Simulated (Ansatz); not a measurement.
## Harmonic thermodynamics of Si$_{5}$P$_{2}$

Computed with DFT PBE, scalar-relativistic, plane waves, PAW (Ansatz 0.2.0). Settings: 420 eV plane-wave cutoff, Γ-centred 12×12×1 mesh, fixed occupations. No spin polarisation. Phonons by linear response, acoustic sum rule imposed.

The cell, relaxed at this level:
```
CELL_PARAMETERS angstrom
3.68641 0.00000 0.00000
-1.84320 3.19252 0.00000
0.00000 0.00000 26.57501
ATOMIC_POSITIONS crystal
Si 0.66667 0.33333 0.89516
Si 0.33333 0.66667 0.10484
Si 0.33333 0.66667 0.01633
Si 0.66667 0.33333 0.98367
Si 0.66667 0.33333 0.33437
Si 0.00000 0.00000 0.45558
Si 0.66667 0.33333 0.42289
Si 0.33333 0.66667 0.66563
Si 0.00000 0.00000 0.54442
Si 0.33333 0.66667 0.57711
P 0.00000 0.00000 0.85909
P 0.00000 0.00000 0.14091
P 0.33333 0.66667 0.29825
P 0.66667 0.33333 0.70175
```

The structure comes from a proposed guess, relaxed at this level; another structure or a mixture of phases may lie lower. The q mesh is coarse, so values between its points are rough. Modes under 40 cm⁻¹ are poorly fixed. No dispersion correction is applied, so modes and constants that involve weak contacts between layers, chains or molecules come out too soft.

Force constants from linear response on a 2×2×1 q mesh, interpolated to a fine mesh.

Phonon density of states, in bins of 10 cm⁻¹:
```
bin centre (cm⁻¹)  share of modes (%)
               -5                 0.1
                5                 0.1
               15                 0.1
               25                 0.2
               35                 0.3
               45                 0.4
               55                 0.5
               65                 0.7
               75                 0.9
               85                 1.4
               95                 2.0
              105                 3.5
              115                 3.7
              125                 3.3
              135                 3.2
              145                 2.4
              155                 2.3
              165                 2.4
              175                 2.0
              185                 2.1
              195                 2.1
              205                 1.5
              215                 2.6
              225                 1.2
              235                 0.7
              245                 0.5
              255                 0.5
              265                 0.5
              275                 1.1
              285                 1.2
              295                 1.6
              305                 1.9
              315                 1.5
              325                 0.3
              335                 0.7
              345                 0.4
              355                 0.0
              365                 0.1
              375                 2.0
              385                 7.3
              395                 3.7
              405                 2.4
              415                 3.6
              425                 3.2
              435                 2.1
              445                 1.3
              455                 1.3
              465                 1.1
              475                 1.0
              485                 0.9
              495                 4.1
              505                 5.2
              515                 7.4
              525                 3.2
              535                 0.2
```

Q: What is the zero-point energy per atom?

A: 58.3 meV.

Q: How large are the vibrational entropy and heat capacity at 300 K?

A: S = 2.59 k_B and C_V = 2.43 k_B per atom, 81 % of the Dulong–Petit value.

Q: Tabulate them against temperature.

A:
```csv
T (K),F_vib (meV/atom),S (k_B/atom),C_V (k_B/atom)
100,56.2,0.66,1.03
200,46.0,1.69,1.97
300,27.4,2.59,2.43
400,1.8,3.32,2.65
500,-29.5,3.93,2.77
600,-65.6,4.44,2.83
700,-105.8,4.88,2.87
800,-149.5,5.26,2.90
900,-196.4,5.61,2.92
1000,-246.0,5.92,2.94
```
